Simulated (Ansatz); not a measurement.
This guess for Si3As is about to be relaxed.

```
Si As
1.0
     4.23131    0.00000    0.00000
     0.00000    4.23131    0.00000
     0.00000    0.00000    4.23131
Si As
3 1
Direct
  0.50000 0.00000 0.00000
  0.00000 0.50000 0.00000
  0.00000 0.00000 0.50000
  0.00000 0.00000 0.00000
```

Level of theory: Ansatz 0.2.0, DFT PBE, scalar-relativistic, plane waves, PAW. Cutoff 420 eV, Gaussian smearing, Γ-centred meshes. Cell and atoms relax first on a coarse mesh and then on a finer one. In between, the cell is made exact in the group found at 0.06 Å. In metals the finer mesh still leaves noise of several meV/atom or more. The steps can't lower the symmetry of their start. No spin polarisation.

A guess keeps its type if space group and coordination stay and the shape of the cell changes little (axis ratios within about 15 %, angles within 6°); the volume may change.

**Question.** Will the relaxed cell still be of the starting type?

**Answer.** It keeps its type: symmetry leaves only the cell edge free. The symmetry stays Pm-3m (No. 221). The end has the anti-ReO3 type. The volume per atom grows by 53.9 %, from 18.9 to 29.1 Å³. The shortest distance goes from 2.12 Å (Si–As) to 2.44 Å (Si–As). Counting neighbours within 15 % of an atom's shortest distance, the start has As 6, Si 2 and the end As 6, Si 2.

Formation energies are uncorrected and refer to the elements' standard structures at the same level.

**Question.** At what energy does it end?

**Answer.** +1.50 eV/atom. The separate elements lie lower, so it is unstable against them.

The last run used a 10×10×10 mesh for its 4-atom cell and Gaussian smearing of 0.10 eV. An odd number of electrons in the primitive cell allows no gap without spin; a larger cell or a magnetic state could open one. The cell is a metal run without spin; a magnetic state may lie lower. The reference form of As is held partly by dispersion forces, which this level lacks. A structure relaxed within its symmetry needn't be a true minimum. Another cell of Si3As relaxed alike, in Pmmn, lies 1.20 eV/atom lower, so this cell isn't the stable form at this level.
